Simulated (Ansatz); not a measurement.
TiSe₂:
```xyz
3
Lattice="3.4392 0.0000 0.0000 -1.7196 2.9784 0.0000 0.0000 0.0000 5.8015" Properties=species:S:1:pos:R:3 pbc="T T T"
Se     0.0000     1.9856     1.5373
Se     1.7196     0.9928     4.2642
Ti     0.0000     0.0000     0.0000
```

Relaxed with LDA.

Problem. Map the electron localisation function on the plane through (0.333, 0.667, 0.265) spanned by u = [0, 0, 1] and v = [1, -1, 0] in lattice vectors, from the program Ansatz at the LDA level (PAW).

Solution. x is the fraction of u, y of v (the angle between them is 90°; rows are the nearest grid lines); atoms in the plane: Se at (0.00, 0.00), Se at (0.47, 0.33), Ti at (0.73, 0.67).
```
y \ x   0.000  0.103  0.172  0.276  0.379  0.448  0.552  0.621  0.724  0.828  0.897   1.00
------  -----  -----  -----  -----  -----  -----  -----  -----  -----  -----  -----  -----
1.00    0.091  0.769  0.838  0.181  0.024  0.037  0.065  0.086  0.334  0.693  0.625  0.091
0.933   0.437  0.820  0.808  0.121  0.040  0.068  0.107  0.105  0.262  0.698  0.733  0.437
0.833   0.790  0.735  0.502  0.044  0.085  0.157  0.170  0.073  0.101  0.271  0.675  0.790
0.767   0.533  0.345  0.117  0.027  0.096  0.171  0.105  0.230  0.619  0.466  0.189  0.533
0.700   0.136  0.072  0.025  0.017  0.076  0.127  0.065  0.523  0.098  0.628  0.119  0.136
0.600   0.158  0.076  0.028  0.031  0.167  0.267  0.110  0.464  0.508  0.587  0.098  0.158
0.533   0.192  0.082  0.036  0.165  0.630  0.715  0.554  0.230  0.397  0.135  0.108  0.192
0.467   0.149  0.063  0.045  0.536  0.806  0.805  0.791  0.635  0.112  0.071  0.150  0.149
0.400   0.079  0.037  0.062  0.755  0.792  0.488  0.681  0.729  0.373  0.107  0.109  0.079
0.300   0.059  0.031  0.073  0.789  0.731  0.222  0.542  0.718  0.439  0.110  0.088  0.059
0.233   0.402  0.206  0.081  0.627  0.820  0.712  0.749  0.717  0.351  0.234  0.358  0.402
0.167   0.738  0.688  0.345  0.206  0.706  0.739  0.711  0.613  0.266  0.536  0.695  0.738
0.0667  0.432  0.820  0.804  0.116  0.077  0.138  0.173  0.151  0.296  0.696  0.722  0.432
0.000   0.091  0.769  0.838  0.181  0.024  0.037  0.065  0.086  0.334  0.693  0.625  0.091
```

The density is the valence pseudo-density with augmentation charge, so density and ELF within about 1 Å of a nucleus are not all-electron values.

Space group P-3m1 (CdI2 type). The cell was relaxed with LDA under the symmetry of its start. The run is not spin-polarised. A crystal of weakly bound layers computed without a dispersion correction: the cell and the soft elastic constants depend strongly on that.

Potentials: the later of the program's two PAW sets.
